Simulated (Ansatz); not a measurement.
## Property card for NbSi₂

NbSi2:
Space group Fm-3m (No. 225); a = b = c = 6.046 Å, α = β = γ = 90.00°

| atom | site | symmetry | x | y | z |
|---|---|---|---|---|---|
| Nb | 4a | m-3m | 0.0000 | 0.0000 | 0.0000 |
| Si | 8c | -43m | 0.2500 | 0.2500 | 0.2500 |
(The calculation used a cell of 3 atoms; values per cell refer to that cell.)

Space group Fm-3m (No. 225), fluorite; conventional cell a = b = c = 6.046 Å, α = β = γ = 90.00°.

Method: the program Ansatz at the PBE level (PAW). Structure relaxed to zero pressure with the same functional. Other levels are named where they apply.

Cell and energy:

| Property | Result |
|---|---|
| Volume per atom | 18.42 Å³ |
| Density | 4.48 g/cm³ |
| Formation energy from the elements (no fitted shifts) | 34 kJ/mol of atoms |

Electronic structure:

| Item | Value |
|---|---|
| Electronic character | metallic (no gap) |
| Density of states at the Fermi level | 0.74 states/eV per atom (mean over ±0.08 eV) |
| Gap with spin–orbit coupling | none (metallic) |

Mechanics:

| Property | Value |
|---|---|
| Bulk modulus (Birch–Murnaghan fit) | 108 GPa |
| Pressure derivative B′ | 3.8 |
| Elastic constants (relaxed ions, GPa) | C11 = 48.9, C12 = 134, C44 = -103 |
| Mechanical stability | unstable (C has a negative eigenvalue) |

Phonons:

| Quantity | Result |
|---|---|
| Highest zone-centre frequency | 241 cm⁻¹ |
| Zone-centre stability | no imaginary mode at Γ |

Charges:

| Item | Result |
|---|---|
| Bader charges | Nb +0.58, Si -0.29 e |

A made-up cell: these elements were put on the sites of a structure type; neither database checked (COD, Materials Project) lists it. COD files the formula under space group No. 180, 181, so this cell is another polymorph or a model. Whether it is the stable phase at ambient conditions was not checked. The cell was relaxed with PBE under the symmetry of its start. No spin polarisation was allowed. As this level gives no gap, shear constants depend on the k-mesh and smearing (Fermi–Dirac, 0.1 eV here). As this level gives no gap, phonon frequencies hold no LO–TO term and depend on the k-mesh and smearing (Fermi–Dirac, 0.1 eV here). The references are the lowest solids computed at this level, not always the standard phases. Scalar-relativistic: spin–orbit coupling is off unless named, which matters more the heavier the elements.

Potentials: the later of the program's two PAW sets.
